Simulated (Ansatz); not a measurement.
The elements of this relaxed trial crystal are hidden behind letters.

```
lattice vectors (Å)
  -1.5541    1.5541    6.5716
   1.5541   -1.5541    6.5716
   1.5541    1.5541   -6.5716
fractional positions
X 0.0000 0.0000 0.0000
Z 0.6738 0.6738 0.0000
Z 0.3262 0.3262 0.0000
Q 0.1698 0.1698 0.0000
Q 0.8302 0.8302 0.0000
Q 0.5000 0.5000 0.0000
```

Computed with Ansatz 0.2.0, DFT PBE, scalar-relativistic, plane waves, PAW. Cutoff 420 eV, Γ-centred 16×16×16 mesh (6-atom cell), Gaussian smearing of 0.10 eV, no spin polarisation.

- Space group: I4/mmm (No. 139)
- Conventional cell: a = 3.108 Å, c = 13.143 Å
- Volume per atom: 10.58 Å³
- Density: 5.99 g/cm³
- Energy over the elements: −1.66 eV/atom
- Gap on the 16×16×16 mesh of the 6-atom cell: 0 eV (a metal)

Energies are uncorrected and count from the elements' standard states at the same level.

Question: X is a d-block element of period 5, Z is a d-block element of period 4 and Q is a p-block element of period 2. Which elements are they?

Answer: X = Zr, Z = Ti, Q = N, so the formula is ZrTi2N3. Density times volume gives a mean mass of 5.99 × 10.58/1.6605 = 38.2 u per atom, and this set has 38.2 u. Zr has 6 N at 2.20–2.23 Å, 4 Zr at 3.11 Å and 8 Ti at 3.17 Å; Ti is surrounded by 1 N at 2.06 Å, 5 N at 2.20–2.28 Å, 8 Ti at 2.97–3.11 Å and 4 Zr at 3.17 Å; N on a site of symmetry 4mm has 1 Ti at 2.06 Å, 4 Ti at 2.20 Å and 1 Zr at 2.23 Å; 1 more site not described. Other sets within the hints have nearly the same mass, so mass alone doesn't settle it; this one was computed.

A later test with randomly moved atoms came back to the same energy, though modes that don't fit the test's cell weren't probed.
